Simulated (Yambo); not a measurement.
Yambo run on AlSb (zinc blende, space group F-43m, No. 216). The wavefunctions come from this Quantum ESPRESSO step (PBE, PseudoDojo stringent norm-conserving files, scalar-relativistic):

```
&CONTROL
  calculation = 'nscf'
  pseudo_dir = './pseudo'
  outdir = './out'
/
&SYSTEM
  ibrav = 0
  nat = 2
  ntyp = 2
  ecutwfc = 100.0
  ecutrho = 400.0
  occupations = 'fixed'
  force_symmorphic = .true.
  nbnd = 258
/
&ELECTRONS
  conv_thr = 2e-09
  diago_full_acc = .true.
  diago_thr_init = 1e-08
/
ATOMIC_SPECIES
Al 26.9815 Al.upf
Sb 121.7600 Sb.upf
CELL_PARAMETERS angstrom
  0.000000000000   3.077520420000   3.077520420000
  3.077520420000   0.000000000000   3.077520420000
  3.077520420000   3.077520420000   0.000000000000
ATOMIC_POSITIONS crystal
Al   0.000000000000   0.000000000000   0.000000000000
Sb   0.250000000000   0.250000000000   0.250000000000
K_POINTS automatic
4 4 4 0 0 0
```

Yambo input:

```
rim_cut
gw0
dyson
el_el_corr
HF_and_locXC
ppa
em1d
RandQpts= 1000000
RandGvec= 1 Ry
EXXRLvcs= 100 Ry
VXCRLvcs= 400 Ry
Chimod= "HARTREE"
% BndsRnXp
 5 | 256 |
%
NGsBlkXp= 15 Ry
% LongDrXp
 1.0 | 1.0 | 1.0 |
%
PPAPntXp= 27.2114 eV
% GbndRnge
 1 | 256 |
%
GTermKind= "BG"
DysSolver= "n"
ExtendOut
% QPkrange
 1 | 1 | 13 | 14 |
 3 | 3 | 13 | 14 |
 7 | 7 | 13 | 14 |
 8 | 8 | 13 | 14 |
%
```

k points by index: 1 = Γ, 3 = L, 7 = X, 8 = W.

Resulting energies as the program prints them:

```
#    K-point    Band    Eo [eV]    E [eV]    E-Eo [eV]    Vxc [eV]    Vnlxc [eV]    Sc|Eo [eV]    Sc|E [eV]    dSc/dw|Eo [eV]    Re(Z)    Im(Z)
#
    1    13    0.000000    -0.707598    -0.707598    -12.06529    -13.53001    0.565544    0.757125    -7.366532    0.786955    -0.001571
    1    14    1.540179    1.612569    0.072390    -11.57936    -7.454330    -4.033069    -4.052639    -7.343279    0.787485    -0.001583
    3    13    -0.901338    -1.673321    -0.771982    -11.48393    -13.32580    0.853620    1.069882    -7.621943    0.781185    -0.001649
    3    14    1.331167    1.248417    -0.082750    -9.921259    -6.229972    -3.795858    -3.774037    -7.186713    0.791069    -0.001589
    7    13    -2.175888    -3.015778    -0.839890    -10.72354    -13.11874    1.308316    1.555304    -8.000811    0.772779    -0.001783
    7    14    1.238396    1.018180    -0.220216    -8.149107    -4.666453    -3.758492    -3.702870    -6.877252    0.798251    -0.001590
    8    13    -2.711235    -3.543114    -0.831879    -10.02279    -12.41978    1.319111    1.565107    -8.045371    0.771802    -0.001829
    8    14    3.967634    3.795729    -0.171905    -9.249466    -5.253101    -4.214059    -4.168271    -7.254718    0.789508    -0.001702
```
(The two width columns are left out.) Convergence of these settings isn't established.

Spin-orbit coupling is not included.

Geometry relaxed with PBEsol.
